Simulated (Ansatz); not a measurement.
Task: TiSi₂ in space group Cmcm (No. 63; Ti on 4c, Si on 4c, Si on 4c) is relaxed with the program Ansatz at the PBEsol level (PAW). What lattice parameters of the conventional cell result?

Result: a = 3.515 Å, b = 13.344 Å, c = 3.557 Å.

Task: Give the free coordinates with the occupied sites.

Result: In one choice of origin and axes:

```
atom  site  symmetry       x       y       z
----  ----  --------  ------  ------  ------
Ti      4c       m2m  0.0000  0.1024  0.7500
Si      4c       m2m  0.0000  0.5601  0.2500
Si      4c       m2m  0.0000  0.2496  0.2500
```

Task: Is it a metal or does it have a gap at this level?

Result: No gap at this level.

The cell was relaxed with PBEsol under the symmetry of its start. The run is not spin-polarised.

Potentials: the earlier of the program's two PAW sets. The files were generated under PBE; for other functionals the program regenerates the frozen cores, and for LDA and PBEsol the local potential too.
